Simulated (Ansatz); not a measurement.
Relaxed-ion elastic tensor of Ca3BiN (anti-perovskite, space group No. 221) in GPa (Voigt order), DFT-PBEsol in the program Ansatz with PAW potentials; density 5.01 g/cm³, 22.74 Å³ per atom.

```
 126  25.7  25.7   0.0   0.0   0.0
25.7   126  25.7   0.0   0.0   0.0
25.7  25.7   126   0.0   0.0   0.0
 0.0   0.0   0.0  51.7   0.0   0.0
 0.0   0.0   0.0   0.0  51.7   0.0
 0.0   0.0   0.0   0.0   0.0  51.7
```

Q: Is the crystal mechanically stable?

A: Yes: the smallest eigenvalue of C is 51.7 GPa.

Q: Work out the Voigt, Reuss and Hill averages.

A: K_V = 59.0, K_R = 59.0, K_H = 59.0; G_V = 51.0, G_R = 51.0, G_H = 51.0 GPa.

Q: Give Young's modulus, Poisson's ratio, Pugh's ratio and the universal anisotropy index.

A: E = 9KG/(3K + G) = 119 GPa; ν = 0.16; K/G = 1.16 (brittle by the Pugh limit of 1.75); A_U = 5G_V/G_R + K_V/K_R − 6 = 0.00.

Q: Estimate the sound speeds and the Debye temperature.

A: v_l = √((K + 4G/3)/ρ) = 5030 m/s, v_t = √(G/ρ) = 3190 m/s, mean 3510 m/s; Θ = (h/k)(3n/4πV)^(1/3) v_m = 369 K.

Q: Give the Zener ratio and Young's modulus along [100], [110] and [111].

A: A = 2C44/(C11 − C12) = 1.03; 1/E = S11 − 2(S11 − S12 − S44/2)Γ with Γ = 0, 1/4, 1/3 gives 117, 119, 120 GPa.

Q: Solve the Christoffel equation for the three sound speeds along [100], [110], [111].

A: Eigenvalues of C_ijkl n_j n_l equal ρv². In km/s, slowest first: [100] 3.21, 3.21, 5.01; [110] 3.16, 3.21, 5.04; [111] 3.18, 3.18, 5.05.

Space group Pm-3m (anti-perovskite). The workflow started from a Materials Project entry (that database holds measured and hypothetical structures alike); the Crystallography Open Database files this formula in space group No. 221, but the cells were not matched. Whether it is the stable phase at ambient conditions was not checked. Symmetry was held in the PBEsol relaxation; whether a distortion lowers the energy is not shown. Scalar-relativistic: spin–orbit coupling is off unless named, which matters more the heavier the elements.

Potentials: the later of the program's two PAW sets.
